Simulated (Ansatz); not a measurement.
## MnIr (R-3m): electronic heat capacity from the density of states

Method: DFT PBEsol, scalar-relativistic, plane waves, PAW (Ansatz 0.2.0).

Plane waves to 420 eV, a k mesh through Γ of 18×18×18 on the computed 2-atom cell and Gaussian smearing (0.10 eV); collinear spin from starting moments 1.18 0 μB.

Relaxed cell: R-3m, a = 2.625 Å, b = 2.625 Å, c = 12.594 Å, α = 90.00°, β = 90.00°, γ = 120.00°, 2 atoms in the primitive cell. Whether it is the stable form of this composition wasn't checked.

The density of states at the Fermi level is 2.145 states/eV in the cell of 2 atoms (1 formula unit; both spins, tetrahedra on a 27×27×27 mesh). The run ends with a moment of 1.06 μB a cell (largest on a site 1.07 μB), and the figure is for this state; a paramagnetic sample can have a quite different one. Another magnetic order, if the compound takes it, can change N(E_F) and the shape of the cell a good deal.

Q: What Sommerfeld coefficient does this give?

A: Per formula unit N(E_F) = 2.145 states/eV. γ = (π²/3) k_B² N(E_F) N_A = 2.357 mJ/(mol K²) per state/eV, so γ = 5.1 mJ/(mol K²), a mole of formula units. This is the bare band result: a measured γ of the same phase and magnetic order is as a rule larger by a factor 1 + λ from phonons and spin fluctuations. N(E_F) at one energy is sensitive to the mesh where the density of states has sharp peaks.

Spin-orbit coupling is left out, which matters for the bands of heavy elements. Only parallel moments were tried here.

Only this magnetic start was tried.

Cost: 1 run of about 1.3 core-minutes, on Oxide Virtual Turin-like Processor (Zen 5) (shared hosts).